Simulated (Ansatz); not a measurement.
**Cd₅Se₃S₂ (I-4m2) at 2 levels of theory**

One geometry, relaxed with PBE; plane waves with PAW potentials in Ansatz, scalar-relativistic. No spin polarisation. Gaps are the least over mesh and band path; pressure is positive in compression.

```yaml
crystal:
  lattice:
    - [-2.15322, 2.15322, 15.20123]
    - [2.15322, -2.15322, 15.20123]
    - [2.15322, 2.15322, -15.20123]
  atoms:
    - { symbol: Cd, position: [0.69787, 0.69787, 0.00000] }
    - { symbol: Cd, position: [0.30213, 0.30213, 0.00000] }
    - { symbol: Cd, position: [0.90616, 0.90616, 0.00000] }
    - { symbol: Cd, position: [0.50000, 0.50000, 0.00000] }
    - { symbol: Cd, position: [0.09384, 0.09384, 0.00000] }
    - { symbol: Se, position: [0.25000, 0.75000, 0.50000] }
    - { symbol: Se, position: [0.85416, 0.35416, 0.50000] }
    - { symbol: Se, position: [0.64584, 0.14584, 0.50000] }
    - { symbol: S, position: [0.45315, 0.95315, 0.50000] }
    - { symbol: S, position: [0.04685, 0.54685, 0.50000] }
```

| level | cutoff (eV) | k mesh | gap (eV) | pressure (GPa) |
| --- | --- | --- | --- | --- |
| PBE | 420 | 10×10×10 | 0.64 | 0.0 |

Problem. What comes out on the same cell with r2SCAN?

Solution.
```json
{"level": "r2SCAN", "cutoff (eV)": "500", "k mesh": "10×10×10", "gap (eV)": "1.11", "pressure (GPa)": "-1.5"}
```

The cell was found from a structure generator's guess, not taken from experiment.
